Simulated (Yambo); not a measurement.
Yambo run on Sr$_{2}$OsH$_{6}$ (space group Fm-3m, No. 225). The wavefunctions come from this Quantum ESPRESSO step (PBEsol, PseudoDojo standard norm-conserving files, scalar-relativistic):

```
&CONTROL
  calculation = 'nscf'
  pseudo_dir = './pseudo'
  outdir = './out'
/
&SYSTEM
  ibrav = 0
  nat = 9
  ntyp = 3
  ecutwfc = 74.0
  ecutrho = 296.0
  occupations = 'fixed'
  force_symmorphic = .true.
  nbnd = 162
/
&ELECTRONS
  conv_thr = 9.000000000000001e-09
  diago_full_acc = .true.
  diago_thr_init = 1e-08
/
ATOMIC_SPECIES
H 1.0080 H.upf
Sr 87.6200 Sr.upf
Os 190.2300 Os.upf
CELL_PARAMETERS angstrom
  0.000000000000   3.812280000000   3.812280000000
  3.812280000000   0.000000000000   3.812280000000
  3.812280000000   3.812280000000   0.000000000000
ATOMIC_POSITIONS crystal
H   0.773850000000   0.773850000000   0.226150000000
H   0.226150000000   0.226150000000   0.773850000000
H   0.226150000000   0.773850000000   0.773850000000
H   0.773850000000   0.226150000000   0.226150000000
H   0.773850000000   0.226150000000   0.773850000000
H   0.226150000000   0.773850000000   0.226150000000
Sr   0.750000000000   0.750000000000   0.750000000000
Sr   0.250000000000   0.250000000000   0.250000000000
Os   0.000000000000   0.000000000000   0.000000000000
K_POINTS automatic
4 4 4 0 0 0
```

Yambo input:

```
rim_cut
gw0
dyson
el_el_corr
HF_and_locXC
ppa
em1d
RandQpts= 1000000
RandGvec= 1 Ry
EXXRLvcs= 74 Ry
VXCRLvcs= 296 Ry
Chimod= "HARTREE"
% BndsRnXp
 5 | 159 |
%
NGsBlkXp= 7 Ry
% LongDrXp
 1.0 | 1.0 | 1.0 |
%
PPAPntXp= 27.2114 eV
% GbndRnge
 1 | 159 |
%
GTermKind= "BG"
DysSolver= "n"
ExtendOut
% QPkrange
 1 | 1 | 21 | 22 |
 7 | 7 | 21 | 22 |
%
```

k points by index: 1 = Γ, 7 = X.

The o-*.qp file then holds:

```
#    K-point    Band    Eo [eV]    E [eV]    E-Eo [eV]    Vxc [eV]    Vnlxc [eV]    Sc|Eo [eV]    Sc|E [eV]    dSc/dw|Eo [eV]    Re(Z)    Im(Z)
#
    1    21    0.000000    -0.473069    -0.473069    -16.90236    -20.21740    2.718238    2.841974    -7.115411    0.792712    -0.001559
    1    22    3.883439    4.441226    0.557787    -8.785431    -4.418740    -3.703731    -3.808904    -5.130138    0.841375    -0.752567E-3
    7    21    -0.063099    -0.503501    -0.440402    -16.78581    -20.00622    2.664525    2.780005    -7.133080    0.792305    -0.001573
    7    22    2.319383    3.160593    0.841210    -12.49605    -8.023057    -3.459238    -3.631782    -5.580763    0.829812    -0.001167
```
(The two width columns are left out.) Convergence of these settings isn't established.

Spin-orbit coupling is not included.

Geometry of the Materials Project entry, not relaxed at this level.

The structure is a Materials Project entry; no match was found in the copy of COD used, and its stability was not checked.
